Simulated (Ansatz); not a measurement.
CaGe$_{2}$Au$_{2}$ in space group I4/mmm (No. 139; Ca on 2a, Au on 4d, Ge on 4e), plane-wave PAW PBE (Ansatz code), all energies at zero smearing, with the estimated change up to a 700 eV cutoff added, with one set of potentials and settings (totals compare only within such a set). Cell of 5 atoms (1 Ca, 2 Au, 2 Ge): -36707.717 eV.

```
element             reference phase  E (eV/atom)
-------  --------------------------  -----------
Ca       Fm-3m, 1 atoms in the cell   -1816.8597
Au       Fm-3m, 1 atoms in the cell  -13149.3277
Ge       Fd-3m, 2 atoms in the cell   -4294.9847
```

Formation energy per atom, worked out: (-36707.717 − 1×(-1816.8597) − 2×(-13149.3277) − 2×(-4294.9847))/5 = -0.447 eV/atom (-43 kJ per mol of atoms), at 0 K, without zero-point energy or fitted corrections.

The workflow started from an entry of the Crystallography Open Database (COD). Whether it is the stable phase at ambient conditions was not checked. The cell was relaxed with PBE under the symmetry of its start; its stability against distortions is not shown here. The references are the lowest solids computed at this level, not always the standard phases. Scalar-relativistic: spin–orbit coupling is off unless named, which matters more the heavier the elements.

Potentials: the later of the program's two PAW sets.
